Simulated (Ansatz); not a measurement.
Theory: DFT PBE, scalar-relativistic, plane waves, PAW in Ansatz. Settings: cutoff 420 eV, Γ-centred meshes spaced at most about 0.3 Å⁻¹, and about 0.25 Å⁻¹ or finer for metals (2π included), Gaussian smearing. No spin polarisation in the final relaxations.

Each of these unrelaxed guesses is relaxed in cell and atoms within its symmetry. A guess keeps its type if space group and coordination stay and the shape of the cell changes little (axis ratios within about 15 %, angles within 6°); the volume may change.

1. Ge6BiP3

```
CELL_PARAMETERS angstrom
0.00000 4.44483 4.44483
4.44483 0.00000 4.44483
4.44483 4.44483 0.00000
ATOMIC_POSITIONS crystal
Ge 0.79707 0.20293 0.20293
Ge 0.20293 0.20293 0.79707
Ge 0.20293 0.79707 0.79707
Ge 0.20293 0.79707 0.20293
Ge 0.79707 0.20293 0.79707
Ge 0.79707 0.79707 0.20293
Bi 0.00000 0.00000 0.00000
P 0.75000 0.75000 0.75000
P 0.25000 0.25000 0.25000
P 0.50000 0.50000 0.50000
```

2. ReS2I2 (collinear spin from parallel moments)

```
CELL_PARAMETERS angstrom
2.27295 -8.47487 0.00000
2.27295 8.47487 0.00000
0.00000 0.00000 4.35862
ATOMIC_POSITIONS crystal
Re 0.00000 0.00000 0.00000
S 0.79666 0.20334 0.00000
S 0.20334 0.79666 0.00000
I 0.63734 0.36266 0.50000
I 0.36266 0.63734 0.50000
```

3. MgTl4

```
CELL_PARAMETERS angstrom
5.63002 0.00000 0.00000
-2.81501 4.87574 0.00000
0.00000 0.00000 5.59221
ATOMIC_POSITIONS crystal
Mg 0.00000 0.00000 0.50000
Tl 0.50000 0.00000 0.50000
Tl 0.00000 0.50000 0.50000
Tl 0.50000 0.50000 0.50000
Tl 0.00000 0.00000 0.00000
```

4. Sr5I2

```
CELL_PARAMETERS angstrom
6.10467 0.00000 0.00000
0.00000 6.10467 0.00000
0.00000 0.00000 7.54972
ATOMIC_POSITIONS crystal
Sr 0.00000 0.50000 0.25860
Sr 0.50000 0.00000 0.74140
Sr 0.00000 0.50000 0.74140
Sr 0.50000 0.00000 0.25860
Sr 0.50000 0.50000 0.50000
I 0.50000 0.50000 0.77234
I 0.50000 0.50000 0.22766
```

Question: Which keep their type?

Answer: Guesses 1 and 3 keep their type.

```
guess  kept  start group  end group  V start (Å³/atom)  V end  b/a and c/a, end over start  nearest neighbours start  nearest neighbours end
    1   yes        Fm-3m      Fm-3m               17.6   26.8                   1.00, 1.00        Bi 6, Ge 1, P 6/12      Bi 6, Ge 1, P 6/12
    2    no         Cmmm       Cmmm               33.6   26.6                   1.70, 0.98           I 6, Re 10, S 2         I 7, Re 10, S 2
    3   yes       P6/mmm     P6/mmm               30.7   40.6                   1.00, 0.90              Mg 8, Tl 2/6            Mg 8, Tl 2/6
    4    no       P4/mmm     P4/mmm               40.2   68.9                   1.00, 2.33                 I 1, Sr 2             I 4, Sr 6/8
```

Neighbours count within 15 % of an atom's shortest distance; end groups are read at 0.02 Å (0.05 Å in metals).

No dispersion correction is applied, so the spacing and binding between layers, chains or molecules are poorly described (ReS2I2 Cmmm, Sr5I2 P4/mmm). These runs have no spin–orbit coupling, which can matter for Bi, I, Re and Tl. In ReS2I2 Cmmm an odd number of electrons in the primitive cell allows no gap without spin; a larger cell or a magnetic state could open one. P stands nearly free of neighbours here, and without spin polarisation the energy of such atoms comes out too high. A magnetic state wasn't ruled out in cells without spin, among them Sr5I2 P4/mmm. Cells relaxed within their symmetry can be saddle points.

In counts of neighbours, a slash parts the counts of unlike sites.
